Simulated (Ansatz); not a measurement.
# One atom moved over a plane in Hf

Computed with DFT PBEsol, scalar-relativistic, plane waves, PAW (Ansatz). The runs took a 420 eV cutoff, a Γ-centred 18×18×10 mesh and Gaussian smearing (0.15 eV). Spin–orbit coupling is left out, which can shift energies with elements as heavy as these. No spin polarisation. Energies are free energies at this smearing, counted from the undisturbed cell; pressure is positive in compression.

The undisturbed cell (as given, not relaxed at this level; it stands at -3.8 GPa):

```yaml
crystal:
  lattice:
    - [3.19670, 0.00000, 0.00000]
    - [-1.59835, 2.76842, 0.00000]
    - [0.00000, 0.00000, 5.05780]
  atoms:
    - { symbol: Hf, position: [0.33333, 0.66667, 0.25000] }
    - { symbol: Hf, position: [0.66667, 0.33333, 0.75000] }
```

Atom 1 (Hf) is moved by p along (0.707, 0.707, 0.000) and q along (0.000, 0.000, 1.000) (Å), all else fixed. Points are written (p, q).

Energy above the undisturbed cell in eV/cell (a dash: not computed):

| p \ q | -0.450 | -0.225 | 0.000 | 0.225 | 0.450 |
| --- | --- | --- | --- | --- | --- |
| -0.450 | 0.83 | 0.31 | 0.18 | 0.31 | 0.83 |
| -0.225 | 0.64 | – | 0.05 | – | 0.64 |
| 0.000 | 0.58 | 0.11 | 0.00 | 0.11 | 0.58 |
| 0.225 | 0.64 | – | – | – | 0.64 |
| 0.450 | 0.77 | – | 0.16 | – | 0.77 |

Pressure in GPa:

| p \ q | -0.450 | -0.225 | 0.000 | 0.225 | 0.450 |
| --- | --- | --- | --- | --- | --- |
| -0.450 | 3.7 | -2.3 | -4.3 | -2.3 | 3.7 |
| -0.225 | 4.5 | – | -3.9 | – | 4.5 |
| 0.000 | 4.9 | -1.6 | -3.8 | -1.6 | 4.9 |
| 0.225 | 4.5 | – | – | – | 4.5 |
| 0.450 | 3.8 | – | -4.1 | – | 3.8 |